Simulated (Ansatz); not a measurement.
The elements of this relaxed trial crystal are hidden behind letters.

```
lattice vectors (Å)
   5.7888    0.0000    0.0000
   0.0000    5.7888    0.0000
   0.0000    0.0000    5.7888
fractional positions
X 0.5000 0.5000 0.5000
X 0.5000 0.0000 0.0000
X 0.0000 0.5000 0.0000
X 0.0000 0.0000 0.5000
Z 0.0000 0.0000 0.0000
```

The calculation used DFT PBE, scalar-relativistic, plane waves, PAW in Ansatz 0.2.0. Cutoff 420 eV, Γ-centred 8×8×8 mesh (5-atom cell), Gaussian smearing of 0.10 eV, no spin polarisation.

| Property | Result |
| --- | --- |
| Space group | Pm-3m (No. 221) |
| Conventional cell | a = 5.789 Å |
| Volume per atom | 38.80 Å³ |
| Density | 7.27 g/cm³ |
| Formation energy | +0.15 eV/atom |
| Gap on the 8×8×8 mesh of the 5-atom cell | 0 eV (a metal) |

Energies are uncorrected and count from the elements' standard states at the same level.

**Question.** X is a p-block element of period 6 and Z is a p-block element of period 3. Which elements are they?

**Answer.** X = Tl, Z = S, so the formula is Tl4S. Density times volume gives a mean mass of 7.27 × 38.80/1.6605 = 169.9 u per atom, and this set has 169.9 u. Around Tl on a site of symmetry m-3m lie 12 Tl at 4.09 Å (long against covalent radii, as for large ions); Tl on a site of symmetry 4/mmm has 2 S at 2.89 Å and 12 Tl at 4.09 Å; S is surrounded by 6 Tl at 2.89 Å. Other sets within the hints have nearly the same mass, so mass alone doesn't settle it; this one was computed.

Spin–orbit coupling, which can matter for Tl, is left out. A structure relaxed within its symmetry needn't be a true minimum.
